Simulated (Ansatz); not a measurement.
## Phonons of ZnAg (Pm-3m)

```xyz
2
Lattice="3.1184 0.0000 0.0000 0.0000 3.1184 0.0000 0.0000 0.0000 3.1184" Properties=species:S:1:pos:R:3 pbc="T T T"
Zn    1.5592    1.5592    1.5592
Ag    0.0000    0.0000    0.0000
```

Computed, not measured; unless marked otherwise by PBEsol, all-electron LAPW in Ansatz 0.2.0, scalar-relativistic. k mesh 12×12×12, Fermi-Dirac smearing of 0.100 eV, basis error target 1 meV/atom. The cell was relaxed by PAW under this functional.

Atoms are displaced by 0.01 Å in the smallest supercells that hold the wave vectors of a 2×2×2 mesh. Negative values stand for unstable modes.

Q: What are the phonon energies at the solved wave vectors, in cm⁻¹?

A: 

```json
{"q": "0.000 0.000 0.000", "point": "Gamma", "modes (cm⁻¹)": "160.6 (×3)"}
{"q": "0.500 0.000 0.000", "point": "X", "modes (cm⁻¹)": "94.3 (×2), 126.3, 130.4 (×2), 150.5"}
{"q": "0.500 0.500 0.000", "point": "M", "modes (cm⁻¹)": "23.2 (×2), 105.5, 135.7, 188.1 (×2)"}
{"q": "0.500 0.500 0.500", "point": "R", "modes (cm⁻¹)": "113.6 (×3), 141.1 (×3)"}
```

Q: Is the structure dynamically stable at these wave vectors?

A: Yes, no mode is unstable there, though one zone-boundary mode is very soft; wave vectors off this mesh aren't tested.

Q: How do the optical zone-centre modes decompose, and which are active?

A: Point group m-3m: Γ_opt = T1u.

```tsv
label	cm⁻¹	activity	mostly
T1u	160.6	IR	Zn (62 %)
```

In a metal the activity is that of symmetry alone; free carriers screen the infrared modes.

Q: How well do frozen-core PAW files reproduce these all-electron values?

A: With a cutoff of 420 eV and displacements of 0.0025 Å, the r.m.s. difference over the modes is 0.2 cm⁻¹; the largest difference is 23.7 (PAW) against 23.2 cm⁻¹ (LAPW).

Q: The cell is scaled evenly to 29.869 and 30.779 Å³ (from 30.324), with free atoms relaxed and the shape held. What are the mode Grüneisen parameters γ = −d ln ω/d ln V?

A: For the highest mode, 195.3 cm⁻¹ in the small cell and 181.1 in the large one give γ ≈ 2.52. From the change of the dynamical matrix on each mode:

| point | cm⁻¹ | γ |
| --- | --- | --- |
| Gamma | 160.6 | 2.59 |
| X | 94.3 | 2.70 |
| X | 126.3 | 2.73 |
| X | 130.4 | 2.55 |
| X | 150.5 | 2.36 |
| M | 23.2 | 6.07 |
| M | 105.5 | 2.22 |
| M | 135.7 | 2.36 |
| M | 188.1 | 2.52 |
| R | 113.6 | 3.04 |
| R | 141.1 | 2.54 |

Weighted by the modes' heat capacities at 300 K, the mean on this mesh is 3.05; it moves with the q mesh, and a coarse one overweights the zone boundary.

Keep in mind: responses of metals move with mesh and smearing; a very soft zone-boundary mode, near an instability or sensitive to the mesh; the frozen-core PAW files of the compared runs were fitted under PBE, their cores solved anew for this functional.
